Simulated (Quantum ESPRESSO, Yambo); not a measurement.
For NaMoO₃F (space group P2_1/m, No. 11), Yambo gives the independent-particle static dielectric constant along x as 4.74 on PBEsol bands and 3.72 after a scissor of 2.43 eV widens every gap (4×4×2 mesh, 148 bands, 3 Ry local-field block, 0.2 eV broadening). Axes are Cartesian, with cell vectors (Å) (6.66, 0.00, 0.00), (0.00, 3.76, 0.00), (-2.49, 0.00, 6.88).

**Question.** A scissor keeps the position matrix elements. In a one-oscillator model, how does ε − 1 scale, and what mean transition energy do the two values imply?

**Answer.** Each transition adds |r|²/E to ε − 1, so ε − 1 ∝ 1/(E0 + Δ). Then (3.72 − 1)/(4.74 − 1) = E0/(E0 + Δ) = 0.727, and E0 = Δ(ε' − 1)/(ε − ε') = 6.5 eV. The computed Im ε, weighted by 1/E up to 20 eV, has its mean at 6.8 eV; the smallest direct PBEsol gap is 3.05 eV. The scissor comes from a G0W0 run whose convergence isn't established. Convergence of the RPA response with its 4×4×2 mesh was not tested.

Bands from Quantum ESPRESSO.

Spin-orbit coupling is not included.

Geometry of the Materials Project entry, not relaxed at this level; primitive cell a = 6.6578 Å, b = 3.7608 Å, c = 7.3130 Å, α = γ = 90.00°, β = 109.91°.

The structure is a Materials Project entry; no match was found in the copy of COD used, and its stability was not checked.
